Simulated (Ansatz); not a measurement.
SiC (NiAs type, space group No. 194) under volume change, PBE in the plane-wave PAW code Ansatz, shape and atoms relaxed at each volume.

```tsv
V (Å³/atom)	E − E(relaxed) (meV/atom)	P (GPa)
7.718	?	?
7.973	?	?
8.227	6.4	8.14
8.482	0.0	0.00
8.736	5.7	-6.92
8.990	21.4	-12.69
9.245	45.5	-17.66
```

Problem. Complete the blanks.

Solution. 
- 7.718, E − E(relaxed) (meV/atom): 62.6
- 7.718, P (GPa): 28.43
- 7.973, E − E(relaxed) (meV/atom): 26.4
- 7.973, P (GPa): 17.37

Problem. What does a third-order Birch–Murnaghan fit give for V₀, B₀ and B′?

Solution. V₀ = 8.48 Å³/atom, B₀ = 247 GPa, B′ = 4.2.

Space group P6_3/mmc (NiAs type). The cell is a constructed one: a structure type filled with these elements; neither database checked (COD, Materials Project) lists it. It is not the phase usual at ambient conditions (space group No. 186, 216). The cell was relaxed with PBE under the symmetry of its start; its stability against distortions is not shown here.

Potentials: the later of the program's two PAW sets.
